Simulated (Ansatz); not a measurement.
## WS2 with a W vacancy: gradients before and after relaxing the atoms

Start: a supercell of WS2 (space group P6_3/mmc) built from a structure deposited in the COD (the entry's cell lengths or inner coordinates differ somewhat from later room-temperature determinations), with all atoms left at the host's positions.

```yaml
crystal:
  lattice:
    - [9.54000, 0.00000, 0.00000]
    - [-4.77000, 8.26188, 0.00000]
    - [0.00000, 0.00000, 12.50000]
  atoms:
    - { symbol: W, position: [0.11111, 0.55556, 0.25000] }
    - { symbol: W, position: [0.11111, 0.88889, 0.25000] }
    - { symbol: W, position: [0.44444, 0.22222, 0.25000] }
    - { symbol: W, position: [0.44444, 0.55556, 0.25000] }
    - { symbol: W, position: [0.44444, 0.88889, 0.25000] }
    - { symbol: W, position: [0.77778, 0.22222, 0.25000] }
    - { symbol: W, position: [0.77778, 0.55556, 0.25000] }
    - { symbol: W, position: [0.77778, 0.88889, 0.25000] }
    - { symbol: W, position: [0.22222, 0.11111, 0.75000] }
    - { symbol: W, position: [0.22222, 0.44444, 0.75000] }
    - { symbol: W, position: [0.22222, 0.77778, 0.75000] }
    - { symbol: W, position: [0.55556, 0.11111, 0.75000] }
    - { symbol: W, position: [0.55556, 0.44444, 0.75000] }
    - { symbol: W, position: [0.55556, 0.77778, 0.75000] }
    - { symbol: W, position: [0.88889, 0.11111, 0.75000] }
    - { symbol: W, position: [0.88889, 0.44444, 0.75000] }
    - { symbol: W, position: [0.88889, 0.77778, 0.75000] }
    - { symbol: S, position: [0.11111, 0.22222, 0.62500] }
    - { symbol: S, position: [0.11111, 0.55556, 0.62500] }
    - { symbol: S, position: [0.11111, 0.88889, 0.62500] }
    - { symbol: S, position: [0.44444, 0.22222, 0.62500] }
    - { symbol: S, position: [0.44444, 0.55556, 0.62500] }
    - { symbol: S, position: [0.44444, 0.88889, 0.62500] }
    - { symbol: S, position: [0.77778, 0.22222, 0.62500] }
    - { symbol: S, position: [0.77778, 0.55556, 0.62500] }
    - { symbol: S, position: [0.77778, 0.88889, 0.62500] }
    - { symbol: S, position: [0.22222, 0.11111, 0.12500] }
    - { symbol: S, position: [0.22222, 0.44444, 0.12500] }
    - { symbol: S, position: [0.22222, 0.77778, 0.12500] }
    - { symbol: S, position: [0.55556, 0.11111, 0.12500] }
    - { symbol: S, position: [0.55556, 0.44444, 0.12500] }
    - { symbol: S, position: [0.55556, 0.77778, 0.12500] }
    - { symbol: S, position: [0.88889, 0.11111, 0.12500] }
    - { symbol: S, position: [0.88889, 0.44444, 0.12500] }
    - { symbol: S, position: [0.88889, 0.77778, 0.12500] }
    - { symbol: S, position: [0.11111, 0.22222, 0.87500] }
    - { symbol: S, position: [0.11111, 0.55556, 0.87500] }
    - { symbol: S, position: [0.11111, 0.88889, 0.87500] }
    - { symbol: S, position: [0.44444, 0.22222, 0.87500] }
    - { symbol: S, position: [0.44444, 0.55556, 0.87500] }
    - { symbol: S, position: [0.44444, 0.88889, 0.87500] }
    - { symbol: S, position: [0.77778, 0.22222, 0.87500] }
    - { symbol: S, position: [0.77778, 0.55556, 0.87500] }
    - { symbol: S, position: [0.77778, 0.88889, 0.87500] }
    - { symbol: S, position: [0.22222, 0.11111, 0.37500] }
    - { symbol: S, position: [0.22222, 0.44444, 0.37500] }
    - { symbol: S, position: [0.22222, 0.77778, 0.37500] }
    - { symbol: S, position: [0.55556, 0.11111, 0.37500] }
    - { symbol: S, position: [0.55556, 0.44444, 0.37500] }
    - { symbol: S, position: [0.55556, 0.77778, 0.37500] }
    - { symbol: S, position: [0.88889, 0.11111, 0.37500] }
    - { symbol: S, position: [0.88889, 0.44444, 0.37500] }
    - { symbol: S, position: [0.88889, 0.77778, 0.37500] }
```

Sites (sets of like atoms) are named by element and the number of their first atom in this list.

All values are calculated (Ansatz; DFT, PBE, plane waves and PAW, scalar-relativistic, collinear spin, 420 eV cutoff, Γ-centred 3×3×2 k-points, Fermi–Dirac smearing 0.01 eV, cell charge -2), not measured. Start moments as typed (μB): 0 0 0 0 0 0 0 0 0 0 0 0 0 0 0 0 0 0 0 0 0 0 0 0 0 0 0.5 0.5 0 0 0 0 0.5 0 0 0 0 0 0 0 0 0 0 0 0.5 0.5 0 0 0 0 0.5 0 0 by atom.

The largest force at the start is 0.94 eV/Å. Relaxing the ions at fixed cell moves them by 0.042 Å at most (atom 1, W) and 0.023 Å rms.

```csv
site,atom,moved (Å),first shell before,first shell after,V_zz before (10²¹ V/m²),η before
W1,1,0.042,6 S at 2.41 Å,6 S at 2.37–2.42 Å,-21.1,0.50
W5,5,0.000,6 S at 2.41 Å,6 S at 2.41 Å,-18.04,0.00
W7,7,0.000,6 S at 2.41 Å,6 S at 2.42 Å,-17.58,0.00
W9,9,0.001,6 S at 2.41 Å,6 S at 2.42 Å,-18.42,0.01
W11,11,0.003,6 S at 2.41 Å,6 S at 2.42 Å,-17.96,0.01
W13,13,0.003,6 S at 2.41 Å,6 S at 2.42 Å,-17.93,0.01
S19,19,0.012,3 W at 2.41 Å,3 W at 2.42 Å,-4.78,0.01
S27,27,0.040,"2 W at 2.41 Å, angle 83°","2 W at 2.37 Å, angle 82°",-8.75,0.19
S29,29,0.012,3 W at 2.41 Å,3 W at 2.41 Å,-3.53,0.01
S31,31,0.030,3 W at 2.41 Å,3 W at 2.42 Å,-4.43,0.32
```

**Question.** How do the gradients change?

**Answer.** 

```
site  atom  V_zz after  η after  change of V_zz
  W1     1       -21.4     0.64           -0.32
  W5     5      -16.34     0.00           +1.70
  W7     7      -17.86     0.00           -0.28
  W9     9      -17.85     0.00           +0.57
 W11    11      -17.39     0.00           +0.57
 W13    13      -17.33     0.01           +0.60
 S19    19       -4.53     0.01           +0.25
 S27    27       -8.17     0.18           +0.58
 S29    29       -3.27     0.21           +0.26
 S31    31       -4.83     0.27           -0.40
```

The largest change of V_zz is on W5, from -18.04 to -16.34. In per cent, |V_zz| changes by -9 to +2 on W, -7 to +9 on S (all sites that start above 2). Where |V_zz| stays above 0.1, η moves most on S29, from 0.01 to 0.21. The table leaves out 3 of the 13 sites, with |V_zz| up to 4.92; their tensors move by 0.23 at most along any direction. The statements above cover all sites.

The defect repeats with the cell of 53 atoms, so it feels its images: sites between two images don't show the values beside a lone defect, and zeros or small values of η there can come from the images' arrangement. S and W carry a gradient in the pure host already, so the values there aren't the defect's effect alone. A uniform background compensates the cell's charge. The defect cell has no gap above 0.1 eV on its mesh, so the values can hang on the smearing and the k-mesh. Without spin–orbit coupling the gradients at and beside W can be off by some per cent, at some sites by more.
Before: The neighbours have not yet relaxed around the defect (largest force 0.94 eV/Å), so a real crystal will differ.
After: The relaxation keeps the symmetry of the vacancy's site, so distortions that break it, Jahn–Teller ones too, aren't explored.
